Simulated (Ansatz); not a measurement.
Mo in space group P6/mmm (No. 191; Mo on 1a, Mo on 2d) under volume change, PBEsol (plane waves, PAW; program Ansatz), shape and atoms relaxed at each volume.

```csv
V (Å³/atom),E − E(relaxed) (meV/atom),P (GPa)
14.223,?,?
14.691,49.8,17.93
15.160,11.8,8.27
15.629,0.0,0.00
16.098,10.7,-7.11
16.567,40.6,-13.21
17.036,?,?
```

Problem. Complete the blanks.

Solution. 
- 17.036, E − E(relaxed) (meV/atom): 87.1
- 17.036, P (GPa): -18.41
- 14.223, E − E(relaxed) (meV/atom): 118.3
- 14.223, P (GPa): 29.24

Problem. What does a third-order Birch–Murnaghan fit give for V₀, B₀ and B′?

Solution. V₀ = 15.63 Å³/atom, B₀ = 255 GPa, B′ = 4.1.

The start of the workflow was typed in or built on a structure type; neither database checked (COD, Materials Project) lists it. It is not the phase usual at ambient conditions (space group No. 229). The cell was relaxed with PBEsol under the symmetry of its start. At this level the phase is dynamically unstable (imaginary phonons). The run is not spin-polarised.

Potentials: the earlier of the program's two PAW sets. The files were generated under PBE; for other functionals the program regenerates the frozen cores, and for LDA and PBEsol the local potential too.
